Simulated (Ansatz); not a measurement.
Mn:
```yaml
crystal:
  lattice:
    - [0.00000, 2.76740, 2.76740]
    - [2.76740, 0.00000, 2.76740]
    - [2.76740, 2.76740, 0.00000]
  atoms:
    - { symbol: Mn, position: [0.50000, 0.50000, 0.50000], spin: 4.0 }
    - { symbol: Mn, position: [0.25000, 0.25000, 0.25000], spin: -4.0 }
```

Relaxed with r²SCAN. Special points in fractions of this cell's reciprocal vectors: Γ (0.000, 0.000, 0.000); X (0.500, 0.000, 0.500); U (0.625, 0.250, 0.625); K (0.375, 0.375, 0.750); L (0.500, 0.500, 0.500); W (0.500, 0.250, 0.750).

**Question.** List the band energies nearest the Fermi level at these points for r²SCAN (plane waves, PAW; program Ansatz).

**Answer.** In eV from the Fermi level; about four levels below and three above (degenerate sets whole), none deeper than 8.9 eV; points with the same levels are listed once.

```json
[
 {"k": "Γ ↑", "below": "-3.90 -3.90 -3.90 -3.84 -3.84", "above": "0.29 0.29 0.29"},
 {"k": "X ↑", "below": "-3.67 -3.67 -3.42 -1.94 -1.93", "above": "1.29 1.41 1.48 1.48"},
 {"k": "U ↑", "below": "-3.75 -3.52 -2.07 -1.17", "above": "0.50 0.90 1.45"},
 {"k": "L ↑", "below": "-3.68 -3.68 -2.90 -2.16", "above": "0.61 0.61 1.63 1.63"},
 {"k": "W ↑", "below": "-3.61 -3.59 -1.95 -0.79", "above": "0.05 1.10 1.71"}
]
```

Space group Fd-3m (diamond). The start of the workflow was typed in or built on a structure type; neither database checked (COD, Materials Project) lists it. It is not the phase usual at ambient conditions (space group No. 217). Symmetry was held in the r²SCAN relaxation, as lowered by the spin order; whether a distortion lowers the energy is not shown. The final state is antiferromagnetic, chosen from 4 collinear starts compared on coarse meshes (ties went to the first, and starts can fall back to one state), not a proven ground state. Other orbital occupations within this spin state were not tried. Point labels and valley counts follow the cell and symmetry of the run, lower than the named group.

Potentials: the later of the program's two PAW sets.
